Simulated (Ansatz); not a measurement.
Starting cell, TiB₂ (AlB2 type, space group P6/mmm):

```
TiB2
1.0
    3.02469     0.00000     0.00000
   -1.51235     2.61946     0.00000
    0.00000     0.00000     3.22263
Ti B
1 2
Direct
  0.00000   0.00000   0.00000
  0.33333   0.66667   0.50000
  0.66667   0.33333   0.50000
```

Scan: atom 3 (B, nearest neighbour B at 1.746 Å; its periodic images, 3.0 Å or more away, move with it) is displaced along Cartesian [110], direction (0.707, 0.707, 0.000) in Cartesian axes, by s. The other atoms stay.

Method: r2SCAN (plane waves to 500 eV, PAW, scalar-relativistic; Ansatz, an electronic-structure program). k mesh 14×14×12 (Γ-centred), Fermi-Dirac smearing 0.05 eV. The energy includes the smearing's −TS. Left out: 1 of 11 points, with atoms too close for the PAW data. With partly filled bands, energies and forces of such displacements shift with the k mesh and the smearing. TiB2 is run without spin polarisation. TiB2 was relaxed with its symmetry unable to fall. The zero of ΔE is the undisplaced structure. The last digit holds for this mesh only.

| s (Å) | ΔE (meV/cell) |
|---|---|
| -0.520 | 2287.1 |
| -0.416 | 1498.1 |
| -0.312 | 861.0 |
| -0.208 | 392.3 |
| -0.104 | 101.2 |
| 0.000 | 0.0 |
| 0.104 | 110.9 |
| 0.208 | 476.1 |
| 0.312 | 1166.9 |
| 0.416 | withheld |

**Question.** Fit a polynomial form (powers 2, 3, 4) to the given rows and predict ΔE at s = 0.416.

**Answer.** Least squares on the 9 given rows: ΔE = (10040)·s² + (4960)·s³ + (3732)·s⁴, in meV/cell with s in Å; root-mean-square residual 4.66 meV/cell. At 0.416 the fit gives 2206.3 meV/cell; the calculation gives 2293.0 meV/cell, so the extrapolation is off by -86.7 (-3.8 %). The quadratic term alone would give 1737.5 meV/cell.

(A displaced cell: forces are minus the slopes of the energy, force constants its curvatures, and phonons follow from these.)
